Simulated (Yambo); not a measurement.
Ba2CdB2O6: sweep of GW parameters

G0W0@PBEsol for Ba2CdB2O6 (space group C2/m, No. 12) in Yambo. Reference settings: 2×2×2 Γ-centred k mesh, bands 5 to 241 and a 7 Ry block in the screening, 241 bands in G with the Bruneval-Gonze terminator, plasmon pole fitted at 27.2 eV. The PBEsol gap Γ → Γ on this mesh is 2.96 eV; G0W0 gaps are taken between the same points.

| change from the reference | G0W0 gap Γ → Γ (eV) | shift of the valence edge (eV) | rough Yambo cost |
|---|---|---|---|
| reference settings | 4.86 | -0.92 | 1 |
| 101 bands in W, 101 bands in G | 5.22 | -0.77 | about 1/3 |
| 161 bands in W, 161 bands in G | 4.96 | -0.86 | within a factor of two |
| 101 bands in G | 4.91 | -0.89 | – |
| 161 bands in G | 4.87 | -0.91 | – |
| 121 bands in W | 5.09 | -0.83 | about 1/2 |
| 2 Ry block | 5.12 | -1.22 | within a factor of two |
| 3 Ry block | 4.85 | -0.96 | within a factor of two |
| 6 Ry block | 4.82 | -0.89 | within a factor of two |
| pole fitted at 15 eV | 4.85 | -0.86 | – |
| no random integration | 4.77 | -0.69 | – |
| 2×2×1 mesh | 4.81 | -0.85 | about 1/4 |
| 101 bands in G, no terminator | 4.73 | -0.21 | – |
| 161 bands in G, no terminator | 4.71 | -0.50 | – |
| no terminator | 4.76 | -0.69 | – |

The reference isn't shown to be the converged limit. Costs are rough (shared machines), scaled to the same edge states, and given only for runs that recompute the screening.

Spin-orbit splittings are left out.

Geometry of the Materials Project entry, not relaxed at this level; primitive cell a = 5.5975 Å, b = 5.5975 Å, c = 6.7668 Å, α = 114.23°, β = 114.23°, γ = 57.73°.

The structure is a Materials Project entry; no match was found in the copy of COD used, and its stability was not checked.

A shift is the quasiparticle energy of the state minus its PBEsol energy.
